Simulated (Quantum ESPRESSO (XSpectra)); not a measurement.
Quantum ESPRESSO (XSpectra) run for X-ray absorption at the Al K edge of AlP (F-43m). Geometry: Materials Project entry mp-1550 (a computed structure). The cell is the entry's, not relaxed again. The ground-state test found a gap, so occupations are fixed and the excited electron is left out (charged cell on a uniform background); energies count from the highest occupied level. pw.x input:

```
&CONTROL
  calculation = 'scf'
  prefix = 'x'
  pseudo_dir = './pseudo'
  outdir = './out'
/
&SYSTEM
  ibrav = 0
  nat = 16
  ntyp = 3
  ecutwfc = 35
  tot_charge = 1
  occupations = 'fixed'
/
&ELECTRONS
  conv_thr = 1.6e-07
  mixing_beta = 0.4
/
ATOMIC_SPECIES
Alh 26.982 Al.lda-tm-gipaw-star1s.UPF
Al 26.982 Al.lda-tm-gipaw.UPF
P 30.974 P.lda-tm-gipaw.UPF
CELL_PARAMETERS angstrom
   0.000000000   -5.472970000   -5.472970000
   5.472970000    0.000000000   -5.472970000
   5.472970000   -5.472970000    0.000000000
ATOMIC_POSITIONS crystal
Alh    0.500000000    0.500000000    0.500000000
Al     0.500000000    0.500000000    0.000000000
Al     0.500000000    0.000000000    0.500000000
Al     0.000000000    0.500000000    0.500000000
Al     0.500000000    0.000000000    0.000000000
Al     0.000000000    0.500000000    0.000000000
Al     0.000000000    0.000000000    0.500000000
Al     0.000000000    0.000000000    0.000000000
P      0.125000000    0.625000000    0.625000000
P      0.125000000    0.625000000    0.125000000
P      0.125000000    0.125000000    0.625000000
P      0.625000000    0.625000000    0.625000000
P      0.125000000    0.125000000    0.125000000
P      0.625000000    0.625000000    0.125000000
P      0.625000000    0.125000000    0.625000000
P      0.625000000    0.125000000    0.125000000
K_POINTS automatic
2 2 2 0 0 0
```

xspectra.x input:

```
&input_xspectra
  calculation = 'xanes_dipole'
  edge = 'K'
  prefix = 'x'
  outdir = './out'
  xonly_plot = .false.
  xiabs = 1
  xcoordcrys = .false.
  xepsilon(1) = 1.0
  xepsilon(2) = 0.0
  xepsilon(3) = 0.0
  xniter = 1500
  xcheck_conv = 50
  xerror = 0.002
  x_save_file = 'x0.sav'
/
&plot
  xnepoint = 451
  xemin = -5.0
  xemax = 40.0
  xgamma = 0.7
  terminator = .true.
  cut_occ_states = .true.
/
&pseudos
  filecore = 'core.wfc'
/
&cut_occ
  cut_desmooth = 0.1
  cut_stepl = 0.01
  cut_ierror = 1e-6
/
4 4 4 1 1 1
```

End of the pw.x output:

```
     2.2439   2.2439   2.7216   2.7216   2.7216   3.7972   3.7972   3.7972
     4.0808   4.0808   4.1284   4.1284   4.1284   4.9039   4.9039   4.9039

          k =-0.3536 0.3536-0.3536 (  7744 PWs)   bands (ev):

    -6.4995  -5.9698  -5.0983  -5.0983  -4.9452  -4.5670  -4.4093  -4.4093
    -1.6116  -0.2139  -0.2139  -0.0360  -0.0360   0.2055   0.8867   1.4686
     1.8067   1.8067   2.0268   2.3666   2.3666   2.4021   2.7235   2.7235
     3.0899   3.3747   3.3747   3.5329   4.2063   4.2063   4.5678   4.5678

          k =-0.7071 0.0000 0.0000 (  7768 PWs)   bands (ev):

    -6.3129  -5.9158  -5.2601  -5.2601  -5.0615  -4.9957  -4.1866  -4.1866
    -1.4224  -0.0860   0.1135   0.4564   0.4608   0.4608   1.3238   1.3743
     1.3743   1.5983   1.6603   1.8042   2.1811   2.2284   2.2422   2.2422
     3.0675   3.0675   3.5580   3.5580   4.0159   4.0207   4.1133   4.1133

     highest occupied level (ev):     4.9039

!    total energy              =    -226.29487909 Ry
     estimated scf accuracy    <       0.00000016 Ry

     The total energy is the sum of the following terms:
     one-electron contribution =      26.84064171 Ry
     hartree contribution      =      14.95573264 Ry
     xc contribution           =    -125.24568328 Ry
     ewald contribution        =    -142.84557016 Ry

     convergence has been achieved in   9 iterations

     XML data file, charge density, pseudopotentials, collected wavefunctions
```

xspectra.x output, shortened:

```
... Begin STEP 1 ...

        Radial transition matrix element(s) used in the calculation of the
        initial vector of the Lanczos basis (|tilde{phi}_abs> normalized)
        | For PAW proj. (l=1) #1: radial matrix element =   0.026495834
        | For PAW proj. (l=1) #2: radial matrix element =   0.031773976

NB: the    16 k-point are not all listed below because npool=  4
        |-------------------------------------------------------------
        ! k-point #     1:  ( 0.0884, -0.0884, -0.0884),  0.0312,   1
        |-------------------------------------------------------------
 okvan= F
        |   Norm of the initial Lanczos vector: 0.20701674E-01
        !   => CONVERGED at iter    400 with error=  0.00130718
        |-------------------------------------------------------------
        ! k-point #     2:  ( 0.2652, -0.2652,  0.0884),  0.0312,   1
        |-------------------------------------------------------------
 okvan= F
        |   Norm of the initial Lanczos vector: 0.20701739E-01
        !   => CONVERGED at iter    350 with error=  0.00152813
        |-------------------------------------------------------------
        ! k-point #     3:  ( 0.4419, -0.4419,  0.2652),  0.0312,   1
        |-------------------------------------------------------------
 okvan= F
        |   Norm of the initial Lanczos vector: 0.20701727E-01
        !   => CONVERGED at iter    400 with error=  0.00150010
        |-------------------------------------------------------------

        ...
... Begin STEP 2 ...

     The spectrum is calculated using the following parameters:
        energy-zero of the spectrum [eV]:    4.9039
        the occupied states are elimintate from the spectrum
        xemin [eV]:  -5.00
        xemax [eV]:  40.00
        xnepoint:  451
        constant broadening parameter [eV]:    0.700
        Core level energy [eV]:  -1559.
         (from electron binding energy of neutral atoms in X-ray data booklet)

     Cross-section successfully written in xanes.dat

     ... End STEP 2 ...

     xanes        :     17.28s CPU     17.41s WALL (       1 calls)

     -------------------------------------------------------------------------
                                END JOB XSpectra
     -------------------------------------------------------------------------
```

xanes.dat for the field along x, every fifth line (energy in eV, cross section):

```
   -5.000   2.7020e-04
   -4.500   2.9890e-04
   -4.000   3.3310e-04
   -3.500   3.7470e-04
   -3.000   4.2610e-04
   -2.500   4.9110e-04
   -2.000   5.7560e-04
   -1.500   6.8890e-04
   -1.000   8.4820e-04
   -0.500   1.0860e-03
    0.000   1.4670e-03
    0.500   2.1620e-03
    1.000   3.4980e-03
    1.500   5.5910e-03
    2.000   7.4630e-03
    2.500   8.5760e-03
    3.000   9.9280e-03
    3.500   1.1320e-02
    4.000   1.2730e-02
    4.500   1.2240e-02
    5.000   1.0220e-02
    5.500   8.5110e-03
    6.000   7.4010e-03
    6.500   6.9910e-03
    7.000   6.6020e-03
    7.500   6.6450e-03
    8.000   6.6760e-03
    8.500   6.6670e-03
    9.000   6.8590e-03
    9.500   6.9680e-03
   10.000   6.9930e-03
   10.500   7.0580e-03
   11.000   7.0500e-03
   11.500   7.1620e-03
   12.000   7.4480e-03
   12.500   7.7110e-03
   13.000   7.5160e-03
   13.500   7.3600e-03
   14.000   7.2380e-03
   14.500   7.1360e-03
   15.000   6.6220e-03
   15.500   6.2610e-03
   16.000   6.2190e-03
   16.500   6.2040e-03
   17.000   6.1490e-03
   17.500   6.3230e-03
   18.000   6.6030e-03
   18.500   6.5720e-03
   19.000   6.3460e-03
   19.500   6.0750e-03
   20.000   5.7370e-03
   20.500   5.6530e-03
   21.000   5.6200e-03
   21.500   5.4330e-03
   22.000   5.2450e-03
   22.500   5.2200e-03
   23.000   5.1290e-03
   23.500   4.7830e-03
   24.000   4.6520e-03
   24.500   4.8650e-03
   25.000   5.2990e-03
   25.500   5.5820e-03
   26.000   5.5710e-03
   26.500   5.2810e-03
   27.000   5.0370e-03
   27.500   5.0000e-03
   28.000   4.9160e-03
   28.500   4.9210e-03
   29.000   5.0380e-03
   29.500   4.9370e-03
   30.000   4.5500e-03
   30.500   4.1430e-03
   31.000   3.9490e-03
   31.500   3.7510e-03
   32.000   3.6290e-03
   32.500   3.5740e-03
   33.000   3.5250e-03
   33.500   3.6000e-03
   34.000   3.6450e-03
   34.500   3.5380e-03
   35.000   3.5070e-03
   35.500   3.5890e-03
   36.000   3.6540e-03
   36.500   3.7190e-03
   37.000   3.8390e-03
   37.500   4.1850e-03
   38.000   4.6780e-03
   38.500   4.8170e-03
   39.000   4.5110e-03
   39.500   4.2280e-03
   40.000   4.0300e-03
```
